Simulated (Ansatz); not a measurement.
Fe (bcc, W type)

```xyz
1
Lattice="-1.3935 1.3935 1.3935 1.3935 -1.3935 1.3935 1.3935 1.3935 -1.3935" Properties=species:S:1:pos:R:3 pbc="T T T"
Fe     0.0000     0.0000     0.0000
```

This relaxed cell (volume V₀) is scaled evenly in all directions, its shape held. Symmetry pins the atoms to their sites.

Method: PBEsol (plane waves to 420 eV, PAW, scalar-relativistic; Ansatz, a program for electronic structure). k mesh 23×23×23 (Γ-centred), Fermi-Dirac smearing 0.05 eV. Compression counts positive. Fe was relaxed with its symmetry unable to fall. Relaxed Fe ends ferromagnetic. The magnetic order is the one the run started from; other orders were not tried. 

| V (Å³/cell) | P (GPa) | moment (μB/cell) |
|---|---|---|
| 9.09 | 58.9 | 1.80 |
| 9.38 | 45.3 | 1.87 |
| 9.67 | 33.5 | 1.93 |
| 9.96 | 23.0 | 1.97 |
| 10.25 | (withheld) | 2.01 |
| 10.54 | (withheld) | 2.04 |
| 10.82 | 0.0 | 2.10 |
| 11.11 | -5.4 | 2.15 |
| 11.40 | -10.2 | 2.18 |
| 11.69 | -14.4 | 2.21 |
| 11.98 | -17.8 | 2.25 |
| 12.27 | (withheld) | 2.30 |
| 12.56 | -21.8 | 2.39 |

Fill in the missing entries.


- 10.25, P (GPa): 13.9
- 10.54, P (GPa): 6.3
- 12.27, P (GPa): -20.4

(Under strain, the slope of the energy per volume gives the stress and its curvature an elastic modulus.)
